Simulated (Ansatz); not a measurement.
An Ansatz (a quantum-chemistry and plane-wave program) run. Input:

Ansatz 0.2 input:
```yaml
crystal:
  lattice:
    - [3.4164115668, 0.0, 0.0]
    - [0.0, 3.4164115668, 0.0]
    - [0.0, 0.0, 3.4164115668]
  atoms:
    - { symbol: Y, position: [0.5, 0.5, 0.5] }
    - { symbol: Rh, position: [0.0, 0.0, 0.0] }
kpoints:
  mp_grid: { grid: [12, 12, 12] }
hamiltonian:
  xc: r2scan
  pseudopotentials: { kind: paw }
scf:
  occupations: { method: gaussian, width: 0.1 }
checkpoint: { read: metal.run }
output: { bader: true, populations: true }
```

Output (shortened):

```
Pseudopotential: Y, paw, valence charge 11
Pseudopotential: Rh, paw, valence charge 17
Functional definition: r2SCAN
Crystal: 2 atoms, lattice volume = 39.876 Å³
Basis set: ecut = 500 eV, 1021 PW (Γ), exchange–correlation on 100×100×100 points (64 copies of the dense FFT grid, shifted against one another)
Bands: 22, of which v1, the nominal top of the filled ones, is band 14 counted from 1 (13 counted from 0)
Symmetry: 48 space group operations
Space group: Pm-3m (ITA 221), of the structure as read, at distance tolerance 3.4e-5 Å
k-points: 84 of 1728
Stability of the state it starts from, as read at its close in the unpolarized treatment …
iter 1 solved again at ethr=4.47e-8 eV; its pass at ethr=3.10e-3 eV (dr2=1.25e-5 eV) is discarded
SCF iter   1: F=—  HF=-10276.763747 eV  |F-HF|=—  |Δ(HF+E_count)|=         —  Δρ=4.08e-7  dr2=4.12e-11  dr2_τ=1.83e-11  ethr=4.47e-8  ⟨swp⟩=3.1  Hψ=12540  notcnv=0
preconditioner: auto → none
SCF iter   2: F=-10276.763747 eV  HF=-10276.763747 eV  |F-HF|=5.82e-11  |Δ(HF+E_count)|=   1.86e-8  Δρ=3.59e-7  dr2=8.17e-11  dr2_τ=3.14e-11  ethr=1.00e-12  ⟨swp⟩=6.0  Hψ=6916  notcnv=0
SCF 1 converged in 2 iterations: F = -10276.763747 eV  dr2 = 8.17e-11
SCF converged after 2 iterations
Free energy (F): -10276.763747 eV
Harris-Foulkes:  -10276.763747 eV  (|F-HF|=5.82e-11)
Internal energy: -10276.757149 eV  (E = F + TS)
E sigma→0 (E₀):  -10276.760448 eV
Entropy (-TS):   -0.006597 eV (-3.299 meV/atom)
Fermi energy:    15.521022 eV
--- Per-component energies (eV) ---
  E_band       = -267.171475
  E_kinetic    = 881.545468
  E_local      = -2572.036200  (includes V_loc(G=0)·N_el)
  E_nonlocal   = 407.679751
  E_hartree    = 923.482488
  E_xc         = -385.935502
  E_vxc        = -538.371294  (∫ρ·V_xc dr)
  E_paw        = -6447.355406  (= ΣΔE_a)
  E_vpaw       = -326.857656  (= ΣTr[D̂ρ^β])
  E_aug_tail   = 0.000584  (compensation charges beyond the density's cutoff)
  E_vtau       = 33.903271  (kinetic-family band-sum trace: ∫τ·v_τ [+ j·A + Jᵃ·Aᵃ] dr)
  E_ewald      = -3083.614419
  E_core_change = -0.523913  (= ΣΔE_core)
  E_smearing   = -0.006597  (= −TS)
  E_closure    = 0.000000  (closes the sum)
  Σ components = -10276.763747   (vs F -10276.763747, Δ=0.00e0)
  [band-id]    e_kinetic+e_local+e_nonlocal+2·e_hartree+e_vxc+e_vpaw+e_augmentation_tail+e_vtau = -267.171100   (vs E_band -267.171475, Δ=3.75e-4)
--- Band table (eV; the first three rows and the last of 84) ---
  k-point 0: bands = ["-64.7584", "-31.8694", "-31.8694", "-31.8694", "-28.2578", "-7.4089", "-7.4089", "-7.4089", "9.3905", "11.4799", "11.4799", "13.7012", "13.7012", "13.7012", "17.9657", "17.9657", "21.6699", "21.6699", "21.6699", "23.7892", "23.7892", "23.7892"]
  k-point 1: bands = ["-64.7583", "-31.8722", "-31.8692", "-31.8692", "-28.2540", "-7.4473", "-7.4069", "-7.4069", "9.5275", "11.5310", "11.5695", "13.6858", "13.6858", "13.7213", "17.8550", "17.9989", "21.0808", "21.0808", "21.6142", "23.4124", "24.4999", "24.4999"]
  k-point 2: bands = ["-64.7580", "-31.8798", "-31.8686", "-31.8686", "-28.2437", "-7.5507", "-7.4013", "-7.4013", "9.9231", "11.6786", "11.8176", "13.6461", "13.6461", "13.7772", "17.5472", "18.0301", "20.1239", "20.1239", "21.4623", "22.6144", "25.8220", "25.8220"]
  k-point 83: bands = ["-64.7537", "-31.8960", "-31.8960", "-31.8960", "-28.1319", "-7.8112", "-7.8112", "-7.8112", "12.8820", "12.8820", "12.8820", "14.4644", "14.4644", "14.4644", "14.8809", "14.8809", "20.7432", "22.6004", "22.6004", "25.0568", "25.0568", "25.0568"]
--- Löwdin populations: 2 sites ---
  site symbol       q [e]
     0      Y     10.7137
     1     Rh     17.1668
  spilling = 0.004268 (of n_electrons = 28.000000)
--- Bader charges: 2 sites ---
  site symbol  charge [e]  shift [e]
     0      Y      1.6119     0.0000
     1     Rh     -1.6119     0.0000
  shift: an alarm, by how much a part of what the PAW files miss would move the charge. Where it is large, compare
  with a run on PAW files of another source; a small one proves nothing
  estimated error of the sums over rays = 2.2e-4 e
```

Cost: around 27 core-seconds (rough) on shared cores.

The workflow started from an entry of the Crystallography Open Database (COD). Its standing as an ambient phase is unchecked. Symmetry was held in the r²SCAN relaxation; whether a distortion lowers the energy is not shown. No spin polarisation was allowed. Spin–orbit coupling is left out wherever it is not named.

Potentials: the later of the program's two PAW sets.

Ansatz is a plane-wave DFT program.
